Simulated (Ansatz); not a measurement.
# PRu: computed property card

PRu:
Space group Pm-3m (No. 221); a = 2.915 Å, b = 2.915 Å, c = 2.915 Å, α = 90.00°, β = 90.00°, γ = 90.00°

```tsv
atom	site	symmetry	x	y	z
Ru	1a	m-3m	0.0000	0.0000	0.0000
P	1b	m-3m	0.5000	0.5000	0.5000
```

Space group Pm-3m (No. 221), CsCl type; conventional cell a = b = c = 2.915 Å, α = β = γ = 90.00°.

Method: PBEsol (plane waves, PAW; program Ansatz). Structure relaxed to zero pressure with the same functional. Other levels are named where they apply.

**Cell and energy**

```
Item                                                           Value
-----------------------------------------------------  -------------
Volume per atom                                             12.39 Å³
Density                                                   8.85 g/cm³
Formation energy from the elements (no fitted shifts)  -0.32 eV/atom
```

**Electronic structure**

```
Property                                                                     Value
------------------------------------  --------------------------------------------
Electronic character                                             metallic (no gap)
Density of states at the Fermi level  0.85 states/eV per atom (mean over ±0.08 eV)
Gap with spin–orbit coupling                                       none (metallic)
```

**Mechanics**

```
Quantity                                                                      Result
--------------------------------------------  --------------------------------------
Bulk modulus (Birch–Murnaghan fit)                                           265 GPa
Pressure derivative B′                                                           5.0
Elastic constants (relaxed ions, GPa)                C11 = 386, C12 = 209, C44 = 127
Mechanical stability                          stable (all eigenvalues of C positive)
Hill bulk and shear moduli                                           268 and 110 GPa
Young's modulus                                                              290 GPa
Poisson's ratio                                                                 0.32
Debye temperature from the elastic constants                                   507 K
```

**Phonons**

```
Quantity                                       Result
-----------------------------  ----------------------
Highest zone-centre frequency                180 cm⁻¹
Zone-centre stability          no imaginary mode at Γ
```

A made-up cell: these elements were put on the sites of a structure type; neither database checked (COD, Materials Project) lists it. Whether it is the stable phase at ambient conditions was not checked. The PBEsol relaxation kept the symmetry of its start. The run is not spin-polarised. As this level gives no gap, shear constants depend on the k-mesh and smearing (Fermi–Dirac, 0.1 eV here). As this level gives no gap, phonon frequencies hold no LO–TO term and depend on the k-mesh and smearing (Fermi–Dirac, 0.1 eV here). On the denser mesh and wider smearing of the elastic run this cell carries a stress of 0.5 GPa. The references are the lowest solids computed at this level, not always the standard phases. Spin–orbit coupling is left out wherever it is not named.

Potentials: the earlier of the program's two PAW sets. The files were generated under PBE; for other functionals the program regenerates the frozen cores, and for LDA and PBEsol the local potential too.
